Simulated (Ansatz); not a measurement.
## LiNbO3, first-principles data

LiNbO$_{3}$:
```xyz
10
Lattice="2.5922 1.4966 4.5632 -2.5922 1.4966 4.5632 0.0000 -2.9932 4.5632" Properties=species:S:1:pos:R:3 pbc="T T T"
Li     0.0000     0.0000    10.2671
Li     0.0000     0.0000     3.4224
Nb     0.0000     0.0000     0.0000
Nb     0.0000     0.0000     6.8447
O     -0.6304     1.4966     7.9855
O      0.6304    -1.4966     5.7040
O     -0.9809    -1.2943     7.9855
O      0.9809     1.2943     5.7040
O      1.6113    -0.2023     7.9855
O     -1.6113     0.2023     5.7040
```

Space group R-3c (No. 167); conventional cell a = 5.1844 Å, b = 5.1844 Å, c = 13.6895 Å, α = 90.00°, β = 90.00°, γ = 120.00°.

Method: r²SCAN (plane waves, PAW; program Ansatz). The cell and atoms are relaxed at this level. Other levels are named where they apply.

### Cell and energy

```yaml
volume_per_atom: 10.62 Å³
density: 4.62 g/cm³
Formation energy from the elements (no fitted shifts): -2.74 eV/atom
```

### Electronic structure

```yaml
band_gap: 2.98 eV (indirect)
valence_band_maximum: on the Γ–S0 line, 42 % of the way from Γ (k = 0.000, 0.156, -0.156 in fractions of the reciprocal vectors)
conduction_band_minimum: at F (3 equivalent valleys)
smallest_direct_gap_on_the_standard_path: 3.09 eV
electron_effective_mass: 0.34, 0.56, 6.8 mₑ (principal values)
Electron effective mass with spin–orbit coupling: 0.34, 0.56, 6.7 mₑ (principal values)
hole_effective_mass: 1.4, 2.0, 2.1 mₑ (principal values)
Hole effective mass with spin–orbit coupling: 1.4, 2.0, 2.1 mₑ (principal values)
HSE06 gap on the r²SCAN cell: 3.94 eV
Gap with spin–orbit coupling: 2.98 eV
```

### Mechanics

```yaml
Bulk modulus (Birch–Murnaghan fit): 158 GPa
Pressure derivative B′: 4.9
Elastic constants (relaxed ions, GPa): C11 = 294, C12 = 72.7, C13 = 104, C14 = -32.7, C33 = 283, C44 = 113
mechanical_stability: stable (all eigenvalues of C positive)
hill_bulk_and_shear_moduli: 159 and 103 GPa
Young's modulus: 253 GPa
Poisson's ratio: 0.23
debye_temperature_from_the_elastic_constants: 707 K
```

### Dielectric response

```yaml
Electronic dielectric constant ε∞ (DFPT): 5.54 (xx = yy), 6.11 (zz)
Born charges (a third of the trace): Li +1.12, Nb +8.49, O -3.20 e
```

### Phonons

```yaml
Highest zone-centre frequency (without LO–TO term): 26.46 THz
zone_centre_stability: unstable, softest mode 217i cm⁻¹
```

### Charges

```yaml
bader_charges: Li +0.91, Nb +2.92, O -1.28 e
```

The first step of the workflow began from a Materials Project structure, measured or hypothetical; the Crystallography Open Database files this formula in space group No. 167, but the cells were not matched. It is not the phase usual at ambient conditions (space group No. 161). Symmetry was held in the r²SCAN relaxation. No spin polarisation was allowed. The references are the lowest solids computed at this level, not always the standard phases (solids in place of the gases). Spin–orbit coupling is left out wherever it is not named.

Potentials: the earlier of the program's two PAW sets.
